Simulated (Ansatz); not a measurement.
Input:

Nb3In:
```cif
data_In2Nb6
_chemical_formula_sum 'Nb6 In2'
_space_group_name_H-M_alt 'Pm-3n'
_space_group_IT_number 223
_space_group_name_Hall '-P 4n 2 3'
_cell_length_a 5.30776
_cell_length_b 5.30776
_cell_length_c 5.30776
_cell_angle_alpha 90.000
_cell_angle_beta 90.000
_cell_angle_gamma 90.000
loop_
_atom_site_label
_atom_site_type_symbol
_atom_site_symmetry_multiplicity
_atom_site_Wyckoff_symbol
_atom_site_fract_x
_atom_site_fract_y
_atom_site_fract_z
_atom_site_occupancy
Nb1 Nb 6 d 0.00000 0.25000 0.50000 1
In1 In 2 a 0.00000 0.00000 0.00000 1
```

This is the r²SCAN-relaxed structure.

### Question
All from r²SCAN in the plane-wave PAW code Ansatz, unless another level is named. Estimate the density of states at the Fermi level.

### Answer
1.8 states/eV per atom (mean over ±0.08 eV).

### Question
Next, the formation energy from the elements (no fitted shifts)?

### Answer
-0.053 eV/atom.

The first step of the workflow began from a Materials Project structure, measured or hypothetical; the Crystallography Open Database files this formula in space group No. 223, but the cells were not matched. Its standing as an ambient phase is unchecked. The r²SCAN relaxation kept the symmetry of its start; whether a distortion lowers the energy is not shown. No spin polarisation was allowed. The references are the lowest solids computed at this level, not always the standard phases. Scalar-relativistic: spin–orbit coupling is off unless named, which matters more the heavier the elements.

Potentials: the earlier of the program's two PAW sets.
